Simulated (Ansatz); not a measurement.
Relaxed-ion elastic tensor of Si2Mo in space group P6_222 (No. 180; Si on 6j, Mo on 3d) in GPa (Voigt order), DFT-r²SCAN in the program Ansatz with PAW potentials; density 6.33 g/cm³, 13.30 Å³ per atom.

```
 441  75.6   130   0.0   0.0   0.0
75.6   441   130   0.0   0.0   0.0
 130   130   448   0.0   0.0   0.0
 0.0   0.0   0.0   157   0.0   0.0
 0.0   0.0   0.0   0.0   157   0.0
 0.0   0.0   0.0   0.0   0.0   183
```

Task: Is the crystal mechanically stable?

Result: Yes: the smallest eigenvalue of C is 157 GPa.

Task: Work out the Voigt, Reuss and Hill averages.

Result: K_V = 222, K_R = 221, K_H = 222; G_V = 165, G_R = 164, G_H = 165 GPa.

Task: Give Young's modulus, Poisson's ratio, Pugh's ratio and the universal anisotropy index.

Result: E = 9KG/(3K + G) = 396 GPa; ν = 0.20; K/G = 1.35 (brittle by the Pugh limit of 1.75); A_U = 5G_V/G_R + K_V/K_R − 6 = 0.05.

Task: Estimate the sound speeds and the Debye temperature.

Result: v_l = √((K + 4G/3)/ρ) = 8350 m/s, v_t = √(G/ρ) = 5100 m/s, mean 5630 m/s; Θ = (h/k)(3n/4πV)^(1/3) v_m = 708 K.

Task: Solve the Christoffel equation for the three sound speeds along x, y, z.

Result: Eigenvalues of C_ijkl n_j n_l equal ρv². In km/s, slowest first: x 4.97, 5.37, 8.35; y 4.97, 5.37, 8.35; z 4.97, 4.97, 8.41.

Task: How much does each axis shrink under pressure?

Result: Linear compressibilities β_i = Σ_j S_ij (j = 1 to 3): x 1.6, y 1.6, z 1.3 per TPa.

The workflow started from a Materials Project entry (that database holds measured and hypothetical structures alike); the Crystallography Open Database copy checked does not list it. It is not the phase usual at ambient conditions (space group No. 139). Symmetry was held in the r²SCAN relaxation; phonons on a q-mesh show no instability. The run is not spin-polarised.

Potentials: the earlier of the program's two PAW sets.
